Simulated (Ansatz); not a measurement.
# Calculated field gradients at the nuclei for Al5HO8

The cell is an entry of the Crystallography Open Database (COD; perhaps a calculated or model structure), ions relaxed with PBE at fixed cell.

Space group P6_3mc (No. 186); a = 5.6153, c = 8.8241 Å, γ = 120.00°.

```
site  Wyckoff  site symmetry       x       y       z
 Al1       6c            .m.  0.3315  0.1657  0.1421
 Al5       2b            3m.  0.3333  0.6667  0.3484
 Al7       2b            3m.  0.6667  0.3333  0.4606
   H       2a            3m.  0.0000  0.0000  0.9106
 O13       6c            .m.  0.1658  0.8342  0.2450
 O17       6c            .m.  0.0291  0.5145  0.5065
 O21       2a            3m.  0.0000  0.0000  0.5226
 O23       2b            3m.  0.6667  0.3333  0.2534
```

One atom of each set is listed.

The numbers come from a DFT calculation in Ansatz (PBE, plane waves and PAW, scalar-relativistic, 420 eV cutoff, Γ-centred 4×4×2 k-points, Fermi–Dirac smearing 0.02 eV).

Conventions: |V_zz| ≥ |V_yy| ≥ |V_xx|, η = (V_xx − V_yy)/V_zz, C_Q = eQV_zz/h.

²⁷Al: I = 5/2, Q = 146.6 mb; 2H: I = 1, Q = 2.858 mb; O-17: I = 5/2, Q = -25.58 mb. Q values from Pyykkö, Mol. Phys. 116, 1328 (2018).

Question: What field gradients does the calculation give at each kind of site?

Answer: 

| site | atoms | first shell | V_zz (10²¹ V/m²) | η | C_Q (MHz) |
| --- | --- | --- | --- | --- | --- |
| Al1 | 6 | 6 O at 1.85–1.97 Å | 1.37 | 0.73 | 4.84 |
| Al5 | 2 | 6 O at 1.87–2.03 Å | 0.58 | 0.00 | 2.07 |
| Al7 | 2 | 4 O at 1.81–1.83 Å; also 3 O at 2.99 Å | 1.88 | 0.00 | 6.68 |
| H | 2 | 1 O at 0.99 Å; also 3 O at 2.18 Å | 3.41 | 0.00 | 0.236 |
| O13 | 6 | 3 Al at 1.85–1.87 Å; also 1 H at 2.18 Å, 1 Al at 2.99 Å | -4.80 | 0.53 | 2.97 |
| O17 | 6 | 4 Al at 1.81–2.03 Å; also 1 Al at 3.33 Å | 3.09 | 0.03 | -1.91 |
| O21 | 2 | 1 H at 0.99 Å, 3 Al at 1.93 Å | 10.26 | 0.00 | -6.35 |
| O23 | 2 | 4 Al at 1.83–1.90 Å | 2.59 | 0.00 | -1.60 |

An axis of threefold or higher order runs through Al5, Al7, H, O21 and O23, so V_zz lies along it and η is zero. At O13 V_zz stands upright on the plane through its three neighbours (within 3°). At O17 V_zz points along its shortest bond, to Al (within 6°).

The relaxation (4 steps) took 50 s of wall time (50 s of CPU time) and 0.55 GiB at its peak, on 1 thread of Arm Neoverse V1 (aarch64; 8 cores open to the job, memory cap 3.0 GiB, no GPU), a shared host with a load of 0.2 a core.
